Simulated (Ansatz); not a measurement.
A distorted cell of ZnS (zinc blende):

```xyz
4
Lattice="0.0000 5.4434 5.4434 2.7217 0.0000 2.7217 2.7217 2.7217 0.0000" Properties=species:S:1:pos:R:3 pbc="T T T"
S      4.0618     4.1033     4.1033
S      4.1033     6.7835     6.7835
Zn    -0.0866     0.0866     0.0866
Zn     2.8083     2.6351     5.3568
```

The numbers are results of PBE (plane waves to 420 eV, PAW, scalar-relativistic; Ansatz, a quantum-chemistry and plane-wave program), not measurements. k mesh 5×10×10 (Γ-centred), Fermi-Dirac smearing 0.05 eV. Compression counts positive. ZnS was relaxed with its symmetry unable to fall.

### Question
What forces act on the atoms (eV/Å, Cartesian)?

### Answer
```json
[
 {"atom": "S1", "Fx": "-0.061", "Fy": "0.061", "Fz": "0.061"},
 {"atom": "S2", "Fx": "-0.191", "Fy": "0.191", "Fz": "0.191"},
 {"atom": "Zn3", "Fx": "0.875", "Fy": "-0.875", "Fz": "-0.875"},
 {"atom": "Zn4", "Fx": "-0.622", "Fy": "0.622", "Fz": "0.622"}
]
```

### Question
Give the stress tensor in GPa and the pressure.

### Answer
```
   0.44    -0.08    -0.08
  -0.08     0.44     0.08
  -0.08     0.08     0.44
```
The pressure, a third of the trace, is 0.44 GPa.

(A displaced cell: forces are minus the slopes of the energy, force constants its curvatures, and phonons follow from these.)
